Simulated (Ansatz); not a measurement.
AgW (L1₀ or tetragonal B2, P4/mmm) under volume change, DFT-PBEsol in the program Ansatz with PAW potentials, shape and atoms relaxed at each volume.

| V (Å³/atom) | E − E(relaxed) (meV/atom) | P (GPa) |
|---|---|---|
| 14.429 | 104.3 | 25.69 |
| 14.905 | 43.5 | 15.56 |
| 15.380 | 10.2 | 7.09 |
| 15.856 | 0.0 | 0.00 |
| 16.332 | 9.0 | -5.91 |
| 16.807 | 34.1 | -10.82 |
| 17.283 | 72.4 | -14.87 |

Question: What does a third-order Birch–Murnaghan fit give for V₀, B₀ and B′?

Answer: V₀ = 15.86 Å³/atom, B₀ = 215 GPa, B′ = 5.0.

The start of the workflow was typed in or built on a structure type; neither database checked (COD, Materials Project) lists it. Whether it is the stable phase at ambient conditions was not checked. The cell was relaxed with PBEsol under the symmetry of its start. At this level the phase is mechanically unstable. No spin polarisation was allowed. Its formation energy is positive at this level, so the cell may be metastable or incomplete. Spin–orbit coupling is left out wherever it is not named.

Potentials: the later of the program's two PAW sets.
